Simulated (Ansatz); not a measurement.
# Collinear states of CuO2

All numbers below come from Ansatz 0.2.0, DFT r2SCAN, scalar-relativistic, plane waves, PAW.

```cif
data_structure
_symmetry_space_group_name_H-M 'P 1'
_symmetry_Int_Tables_number 1
_cell_length_a 3.3722
_cell_length_b 3.3722
_cell_length_c 3.3722
_cell_angle_alpha 60.000
_cell_angle_beta 60.000
_cell_angle_gamma 60.000
_cell_volume 27.12
loop_
_atom_site_label
_atom_site_type_symbol
_atom_site_fract_x
_atom_site_fract_y
_atom_site_fract_z
_atom_site_occupancy
Cu1 Cu 0.00000 0.00000 0.00000 1
O1 O 0.25000 0.25000 0.25000 1
O2 O 0.75000 0.75000 0.75000 1
```

The plane-wave cutoff is 500 eV, the Γ-centred k-mesh is 16×16×16 and the occupation rule is Gaussian smearing, 0.1 eV. The list of starting moments (μB, in atom order) is 1 0 0. The check for lower electronic states after the SCF is off.

All runs keep this geometry, which isn't relaxed for the lowest state (largest force there 0.000 eV/Å, pressure 6.2 GPa) and needn't be a stable compound; relaxing each order would shift the differences by some 7 meV/atom, going by the pressures and a bulk modulus of about 150 GPa. A propagation vector, in units of the reciprocal vectors, doubles the cell, which takes an equally dense mesh. r2SCAN tends to overstate moments in metals, so a weak moment here may be absent in the real material. Site moments are spin moments in atom-centred spheres that scale with the neighbour distance. The states are those that the runs reached from these starts; a lower one can exist.

Q: Starts tried: no spin; ferromagnetic; antiferromagnetic, doubled cell, propagation vector (0, 0, 1/2). Which state comes out lowest, and what are the moments?

A: The lowest state is ferromagnetic, reached from the start “ferromagnetic”, with site moments (μB) Cu +0.93, O +1.00 (×2).

```
                                                          start ends energy above lowest (meV/atom) site moments (μB) gap on mesh (eV) P (GPa)
                                                        no spin non-magnetic                             197                                  none over 0.05             metal     -0.1
                                                  ferromagnetic ferromagnetic                            0.00                          Cu +0.93, O +1.00 (×2) metal      6.2
antiferromagnetic, doubled cell, propagation vector (0, 0, 1/2) antiferromagnetic                             102  Cu +0.82, O +0.38 (×2), O -0.38 (×2), Cu -0.82             metal      1.9
```

Cost: 3 runs of about 2 core-minutes in all, on Intel Xeon Platinum 8488C (Sapphire Rapids) (shared hosts).